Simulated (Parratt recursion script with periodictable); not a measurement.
## EUV peak of a Si/Mo multilayer on Si against the thickness ratio

```
layer, from the top  thickness (Å)  density (g/cm³)  rms roughness of its top face (Å)  δ at 13.5 nm  β at 13.5 nm
-------------------  -------------  ---------------  ---------------------------------  ------------  ------------
Si (in each period)         varied            2.313                                  2  9.927 × 10⁻⁴      0.001813
Mo (in each period)         varied           10.026                                  2       0.07476      0.006314
Si (substrate)                   –            2.313                                  2  9.927 × 10⁻⁴      0.001813
```

The refractive index is n = 1 − δ + iβ; the runs take δ and β at each wavelength of the scan. Vacuum lies above.

Densities are inputs, not measurements. They were set from computed cells of the Materials Project: Si from entry mp-149 (Fd-3m, 2.313 g/cm³); Mo from entry mp-129 (Im-3m, 10.026 g/cm³). A layer's crystal structure does not enter its constants, only its composition and density.

Calculation: EUV and soft X-ray reflectivity, Parratt recursion, Névot-Croce roughness, Henke tables; Parratt recursion script with periodictable 1.7.1.

Light falls at α = 20° from the surface normal. It is p-polarised. The wavelength is scanned from 12.42 to 14.58 nm in 161 evenly spaced points, without smoothing. The peak is the highest scan point; its wavelength and height come from a parabola through R at that point and its two neighbours.

The pair is repeated 20 times. The runs differ in the two thicknesses alone; Γ is the share of Mo in the period D.

```
Si (Å)  Mo (Å)     Γ  peak λ (nm)  peak R (%)
------  ------  ----  -----------  ----------
59.1      14.8  0.20       13.645        27.6
51.7      22.2  0.30       13.549        41.3
37          37  0.50            ?           ?
29.6      44.3  0.60       13.266        45.8
```

Question: Estimate the peak wavelength and height at Γ = 0.50.

Answer: Wavelength: with δ̄ the thickness-weighted δ at 13.5 nm and α the angle from the normal (sin²α = 0.1170), λ ≈ 2D[(1 − δ̄)² − sin²α]^½.

```
Γ     D (Å)      δ̄  λ by hand (nm)  run minus hand (nm)
----  -----  ------  --------------  -------------------
0.30   73.9  0.0232          13.523                0.026
0.50     74  0.0379          13.309              to find
0.60   73.9  0.0452          13.175                0.091
```

The difference, interpolated in Γ, is 0.070 nm, so λ ≈ 13.309 + 0.070 = 13.379 nm.

Height: the parabola through the rows at Γ = 0.20, 0.30, 0.60 has weights −0.500, 1.000, 0.500 at Γ = 0.50, which give 50.4 %.

The run gave 13.374 nm and 49.5 %, so the estimates miss by 0.005 nm and 0.9 points. Of these 4 runs, Γ = 0.50 has the highest peak.
